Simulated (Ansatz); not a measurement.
**Computed properties of GaGe16Si15**

GaGe16Si15:
```
CELL_PARAMETERS angstrom
      5.61425     7.93707     0.00000
     -5.61425     7.93707     0.00000
     -5.61194     0.00000     7.93204
ATOMIC_POSITIONS crystal
  Ga 0.24992 0.75008 0.24914
  Ge 0.24968 0.25078 0.74961
  Ge 0.75481 0.24519 0.25468
  Ge 0.74922 0.75032 0.74961
  Ge 0.49972 0.50028 0.00071
  Ge 0.50138 0.75478 0.00127
  Ge 0.49883 0.24942 0.49835
  Ge 0.99832 0.24970 0.99872
  Ge 0.00157 0.74922 0.50166
  Ge 0.99927 0.00073 0.75085
  Ge 0.00085 0.49872 0.25032
  Ge 0.49867 0.50133 0.74491
  Ge 0.50128 0.99915 0.25032
  Ge 0.24522 0.49862 0.00127
  Ge 0.25078 0.99843 0.50166
  Ge 0.75030 0.00168 0.99872
  Ge 0.75058 0.50117 0.49835
  Si 0.49996 0.99912 0.49997
  Si 0.00116 0.99884 0.00149
  Si 0.00088 0.50004 0.49997
  Si 0.24943 0.50118 0.25080
  Si 0.24939 0.00125 0.75032
  Si 0.75139 0.99871 0.25065
  Si 0.74978 0.50082 0.74848
  Si 0.24938 0.24844 0.00007
  Si 0.24892 0.75108 0.49732
  Si 0.75156 0.75062 0.00007
  Si 0.74972 0.25028 0.50047
  Si 0.99875 0.75061 0.75032
  Si 0.00129 0.24861 0.25065
  Si 0.49918 0.25022 0.74848
  Si 0.49882 0.75057 0.25080
```

Space group Cm (No. 8); conventional cell a = 11.229 Å, b = 15.874 Å, c = 9.717 Å, α = γ = 90.00°, β = 125.28°.

Method: PBE in the plane-wave PAW code Ansatz. The cell and atoms are relaxed at this level. Other levels are named where they apply.

### Cell and energy

```json
{
  "volume_per_atom": "22.09 Å³",
  "density": "3.88 g/cm³",
  "Formation energy from the elements (no fitted shifts)": "0.038 eV/atom"
}
```

### Electronic structure

```json
{
  "electronic_character": "metallic (no gap)",
  "Density of states at the Fermi level": "0.12 states/eV per atom (mean over ±0.08 eV)"
}
```

### Mechanics

```json
{
 "Bulk modulus (Birch–Murnaghan fit)": "71.5 GPa",
 "Pressure derivative B′": "4.6",
 "Elastic constants (relaxed ions, GPa)": "C11 = 120, C22 = 143, C33 = 142, C12 = 47.5, C13 = 47.8, C23 = 24.8, C44 = 35.9, C55 = 59.0, C66 = 59.0, C15 = 0.0, C25 = 0.1, C35 = 0.0, C46 = 0.1",
 "mechanical_stability": "stable (all eigenvalues of C positive)",
 "hill_bulk_and_shear_moduli": "71.6 and 48.3 GPa",
 "Young's modulus": "118 GPa",
 "Poisson's ratio": "0.22",
 "debye_temperature_from_the_elastic_constants": "414 K"
}
```

### Charges

```json
{
 "bader_charges": "Ga +0.19, Ge -0.23 to +0.01, Si +0.14 to +0.22 e"
}
```

The start of the workflow was typed in or built on a structure type; neither database checked (COD, Materials Project) lists it. Whether it is the stable phase at ambient conditions was not checked. The PBE relaxation kept the symmetry of its start; whether a distortion lowers the energy is not shown. As this level gives no gap, shear constants depend on the k-mesh and smearing (Fermi–Dirac, 0.1 eV here). The references are the lowest solids computed at this level, not always the standard phases. Scalar-relativistic: spin–orbit coupling is off unless named, which matters more the heavier the elements.

Potentials: the later of the program's two PAW sets.
